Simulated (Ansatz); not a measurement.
Input file for Ansatz (a quantum-chemistry and plane-wave program):

Ansatz 0.2 input:
```yaml
crystal:
  lattice:
    - [0.0, 3.0973674673, 3.0973674673]
    - [3.0973674673, 0.0, 3.0973674673]
    - [3.0973674673, 3.0973674673, 0.0]
  atoms:
    - { symbol: Ba, position: [0.0, 0.0, 0.0] }
    - { symbol: F, position: [0.25, 0.25, 0.25] }
    - { symbol: F, position: [0.75, 0.75, 0.75] }
kpoints:
  mp_grid: { grid: [6, 6, 6] }
  band_path:
    path:
      - [[0.0, 0.0, 0.0], [0.5, 0.0, 0.5], [0.625, 0.25, 0.625]]  # Γ-X-U
      - [[0.375, 0.375, 0.75], [0.0, 0.0, 0.0], [0.5, 0.5, 0.5], [0.5, 0.25, 0.75], [0.5, 0.0, 0.5]]  # K-Γ-L-W-X
      - [VBM, CBM]
    npoints: 12
hamiltonian:
  xc: r2scan
  pseudopotentials: { kind: paw }
magnetization: { noncollinear: true, spin_orbit: true }
scf:
  n_extra_bands: 12
  convergence: { dr2_threshold: 0.0000000001 }
  occupations: { method: gaussian, width: 0.01 }
checkpoint: { write: soc.run }
output: { eigenvalues: true }
```

Output (shortened):

```
Pseudopotential: Ba, paw_fr, valence charge 10
Pseudopotential: F, paw_fr, valence charge 7
Functional definition: r2SCAN
non-collinear run that drives no moment, with spin-orbit …
Crystal: 3 atoms, lattice volume = 59.430 Å³
Basis set: ecut = 500 eV, 1459 PW (Γ), exchange–correlation on 128×128×128 points (64 copies of the dense FFT grid, shifted against one another)
Bands: 36, of which v1, the nominal top of the filled ones, is band 24 counted from 1 (23 counted from 0)
Symmetry: 48 space group operations + 48 with time reversal
k-points: 16 of 216
Projection manifold: j_resolved (fully-relativistic pseudo-atomic orbitals)
SCF iter   1: F=—  HF=-7579.291767 eV  |F-HF|=—  |Δ(HF+E_count)|=         —  Δρ=1.19e-1  dr2=7.40e0  dr2_τ=1.98e-2  dr2_m=0.00e0 (ungated)  ethr=3.10e-3  |M|=0.00e0 ∫|m|=0.00e0 μB  |m|>n=0.0e0 m-floor=0.0e0 τ_xc=0.0e0  β_m=0.30  ⟨swp⟩=13.5  Hψ=2272  notcnv=0  defer=18
preconditioner: auto → none
SCF iter   2: F=—  HF=-7577.267946 eV  |F-HF|=—  |Δ(HF+E_count)|=    2.02e0  Δρ=2.26e-2  dr2=5.59e-1  dr2_τ=2.71e-2  dr2_m=0.00e0 (ungated)  ethr=3.10e-3  |M|=0.00e0 ∫|m|=0.00e0 μB  |m|>n=0.0e0 m-floor=0.0e0 τ_xc=0.0e0  β_m=0.32  ⟨swp⟩=4.6  Hψ=772  notcnv=0  defer=80
SCF iter   3: F=—  HF=-7577.189855 eV  |F-HF|=—  |Δ(HF+E_count)|=   7.81e-2  Δρ=1.33e-2  dr2=1.79e-1  dr2_τ=7.94e-4  dr2_m=0.00e0 (ungated)  ethr=2.33e-3  |M|=0.00e0 ∫|m|=0.00e0 μB  |m|>n=0.0e0 m-floor=0.0e0 τ_xc=0.0e0  β_m=0.52  ⟨swp⟩=3.6  Hψ=461  notcnv=0  defer=80
SCF iter   4: F=—  HF=-7577.213558 eV  |F-HF|=—  |Δ(HF+E_count)|=   2.37e-2  Δρ=2.53e-3  dr2=3.47e-3  dr2_τ=7.78e-5  dr2_m=0.00e0 (ungated)  ethr=7.46e-4  |M|=0.00e0 ∫|m|=0.00e0 μB  |m|>n=0.0e0 m-floor=0.0e0 τ_xc=0.0e0  β_m=0.66  ⟨swp⟩=3.2  Hψ=556  notcnv=0  defer=80
SCF iter   5: F=—  HF=-7577.216483 eV  |F-HF|=—  |Δ(HF+E_count)|=   2.93e-3  Δρ=2.62e-4  dr2=4.47e-5  dr2_τ=1.62e-6  dr2_m=0.00e0 (ungated)  ethr=1.44e-5  |M|=0.00e0 ∫|m|=0.00e0 μB  |m|>n=0.0e0 m-floor=0.0e0 τ_xc=0.0e0  β_m=0.78  ⟨swp⟩=3.8  Hψ=623  notcnv=0  defer=80
SCF iter   6: F=—  HF=-7577.216482 eV  |F-HF|=—  |Δ(HF+E_count)|=   1.06e-6  Δρ=4.24e-5  dr2=4.55e-7  dr2_τ=2.26e-8  dr2_m=0.00e0 (ungated)  ethr=1.86e-7  |M|=0.00e0 ∫|m|=0.00e0 μB  |m|>n=0.0e0 m-floor=0.0e0 τ_xc=0.0e0  β_m=0.89  ⟨swp⟩=2.0  Hψ=476  notcnv=0  defer=80
SCF iter   7: F=—  HF=-7577.216528 eV  |F-HF|=—  |Δ(HF+E_count)|=   4.55e-5  Δρ=2.71e-6  dr2=6.05e-9  dr2_τ=1.08e-10  dr2_m=0.00e0 (ungated)  ethr=1.90e-9  |M|=0.00e0 ∫|m|=0.00e0 μB  |m|>n=0.0e0 m-floor=0.0e0 τ_xc=0.0e0  β_m=0.91  ⟨swp⟩=2.2  Hψ=409  notcnv=0  defer=80
SCF iter   8: F=-7577.216528 eV  HF=-7577.216528 eV  |F-HF|=4.64e-11  |Δ(HF+E_count)|=  1.47e-10  Δρ=3.38e-7  dr2=6.05e-11  dr2_τ=9.45e-13  dr2_m=0.00e0 (ungated)  ethr=1.00e-12  |M|=0.00e0 ∫|m|=0.00e0 μB  |m|>n=0.0e0 m-floor=0.0e0 τ_xc=0.0e0  ⟨swp⟩=16.1  Hψ=1919  notcnv=0
SCF 1 converged in 8 iterations: F = -7577.216528 eV  dr2 = 6.05e-11
NSCF: frozen V_eff on 16 k-points
NSCF: frozen V_eff on 16 k-points
NSCF: frozen V_eff on 16 k-points
NSCF: frozen V_eff on 16 k-points
NSCF: frozen V_eff on 3 k-points
NSCF: frozen V_eff on 3 k-points
NSCF: frozen V_eff on 13 k-points
NSCF: frozen V_eff on 8 k-points
NSCF: frozen V_eff on 7 k-points
NSCF: frozen V_eff on 2 k-points
NSCF: frozen V_eff on 6 k-points
NSCF: frozen V_eff on 5 k-points
NSCF: frozen V_eff on 87 k-points
SCF converged after 8 iterations
Magnetization: |M| = 0.0000 μB,  M = (+0.0000, +0.0000, +0.0000) μB
Absolute magnetization: 0.0000 μB (∫|m|)
  site 0: m = (+0.0000, +0.0000, +0.0000) μB, |m| = 0.0000 μB  (R = 1.11 Å)
  site 1: m = (+0.0000, +0.0000, +0.0000) μB, |m| = 0.0000 μB  (R = 1.11 Å)
  site 2: m = (+0.0000, +0.0000, +0.0000) μB, |m| = 0.0000 μB  (R = 1.11 Å)
Free energy (F): -7577.216528 eV
Harris-Foulkes:  -7577.216528 eV  (|F-HF|=4.64e-11)
Internal energy: -7577.216528 eV  (E = F + TS)
E sigma→0 (E₀):  -7577.216528 eV
Fermi energy:    6.335359 eV
--- Per-component energies (eV) ---
  E_band       = -119.725748
  E_kinetic    = 587.125270
  E_local      = -1551.997441  (includes V_loc(G=0)·N_el)
  E_nonlocal   = 200.981888
  E_hartree    = 588.392675
  E_xc         = -317.970175
  E_vxc        = -383.493500  (∫ρ·V_xc dr)
  E_paw        = -5643.570165  (= ΣΔE_a)
  E_vpaw       = -173.819475  (= ΣTr[D̂ρ^β])
  E_aug_tail   = 0.002085  (compensation charges beyond the density's cutoff)
  E_vtau       = 24.689754  (kinetic-family band-sum trace: ∫τ·v_τ [+ j·A + Jᵃ·Aᵃ] dr)
  E_ewald      = -1440.187232
  E_core_change = 0.006568  (= ΣΔE_core)
  E_smearing   =  0.000000  (= −TS)
  E_closure    = 0.000000  (closes the sum)
  Σ components = -7577.216528   (vs F -7577.216528, Δ=0.00e0)
  [band-id]    e_kinetic+e_local+e_nonlocal+2·e_hartree+e_vxc+e_vpaw+e_augmentation_tail+e_vtau = -119.726069   (vs E_band -119.725748, Δ=-3.20e-4)
--- Band table (eV; the first three rows and the last of 16) ---
  k-point 0: bands = ["-20.8645", "-20.8645", "-17.4629", "-17.4629", "-17.2946", "-17.2946", "-6.6410", "-6.6410", "-4.6300", "-4.6300", "-4.6300", "-4.6300", "1.1334", "1.1334", "1.1763", "1.1763", "1.1763", "1.1763", "2.4451", "2.4451", "2.5735", "2.5735", …
  k-point 1: bands = ["-20.8002", "-20.8002", "-17.4883", "-17.4883", "-17.3709", "-17.3709", "-6.6705", "-6.6705", "-4.6905", "-4.6905", "-4.6801", "-4.6801", "1.2541", "1.2541", "1.2892", "1.2892", "1.4371", "1.4371", "2.3388", "2.3388", "2.4803", "2.4803", …
  k-point 2: bands = ["-20.6607", "-20.6607", "-17.5992", "-17.5992", "-17.4745", "-17.4745", "-6.7257", "-6.7257", "-4.7975", "-4.7975", "-4.7754", "-4.7754", "1.4556", "1.4556", "1.4912", "1.4912", "1.9763", "1.9763", "2.1055", "2.1055", "2.4098", "2.4098", …
  k-point 15: bands = ["-20.4808", "-20.4808", "-17.7149", "-17.7149", "-17.6242", "-17.6242", "-6.8015", "-6.8015", "-5.0347", "-5.0347", "-4.7448", "-4.7448", "1.3457", "1.3457", "2.0986", "2.0986", "2.2712", "2.2712", "2.3225", "2.3225", "2.3376", …
```

Cost: around 100 core-seconds (rough) on shared cores.

Space group Fm-3m (fluorite). The r²SCAN relaxation kept the symmetry of its start.

Potentials: the later of the program's two PAW sets.

Ansatz is a plane-wave DFT program.
